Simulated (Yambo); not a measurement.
G0W0@LDA for Y2CN2O2 (space group P-3m1, No. 164) in Yambo (3×3×1 mesh, 7 Ry block, plasmon pole, screening fixed), without a terminator:

| bands N in G | gap Γ → Γ (eV) | shift of the valence edge (eV) |
|---|---|---|
| 60 | 4.974 | 0.049 |
| 97 | 5.067 | -0.281 |
| 146 | 5.160 | -0.469 |

Extrapolate both columns to infinite N with E(N) = E∞ + A/N, test the form, and compare with the terminator.

From two points, E∞ = (N2 E2 − N1 E1)/(N2 − N1). The two largest N give 5.34 eV for the gap and -0.84 eV for the shift; the two smallest give 5.22 eV and -0.82 eV. For the gap the slopes A are -15 and -27 eV: the form isn't reached, and its limit is uncertain. For the shift the slopes A are 52 and 54 eV: the 1/N form holds. With the Bruneval-Gonze terminator and 146 bands the run gives 5.27 eV and -0.68 eV, 0.08 eV and 0.16 eV from the extrapolated values: the terminator too is an estimate of the remainder. Block, mesh and the bands in W are held fixed.

Geometry of the Materials Project entry, not relaxed at this level; primitive cell a = b = 3.699 Å, c = 8.169 Å, α = β = 90.00°, γ = 120.00°.

The structure is a Materials Project entry; no match was found in the copy of COD used, and its stability was not checked.

A shift is the quasiparticle energy of the state minus its LDA energy.
